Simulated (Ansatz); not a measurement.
B in space group Cmce (No. 64; B on 8f) under volume change, the program Ansatz at the PBE+D3(BJ) level (PAW), shape and atoms relaxed at each volume.

| V (Å³/atom) | E − E(relaxed) (meV/atom) | P (GPa) |
|---|---|---|
| 5.676 | [?] | [?] |
| 5.863 | 20.9 | 18.77 |
| 6.050 | 5.0 | 8.75 |
| 6.237 | 0.0 | 0.01 |
| 6.424 | 4.5 | -7.62 |
| 6.611 | 17.4 | -14.29 |
| 6.798 | [?] | [?] |

Question: Complete the blanks.

Answer: 
- 5.676, E − E(relaxed) (meV/atom): 49.4
- 5.676, P (GPa): 30.26
- 6.798, E − E(relaxed) (meV/atom): 37.6
- 6.798, P (GPa): -20.11

Question: What does a third-order Birch–Murnaghan fit give for V₀, B₀ and B′?

Answer: V₀ = 6.24 Å³/atom, B₀ = 272 GPa, B′ = 3.5.

The cell is a constructed one: a structure type filled with these elements; neither database checked (COD, Materials Project) lists it. It is not the phase usual at ambient conditions (space group No. 166). Symmetry was held in the PBE+D3(BJ) relaxation; its stability against distortions is not shown here.

Potentials: the earlier of the program's two PAW sets.
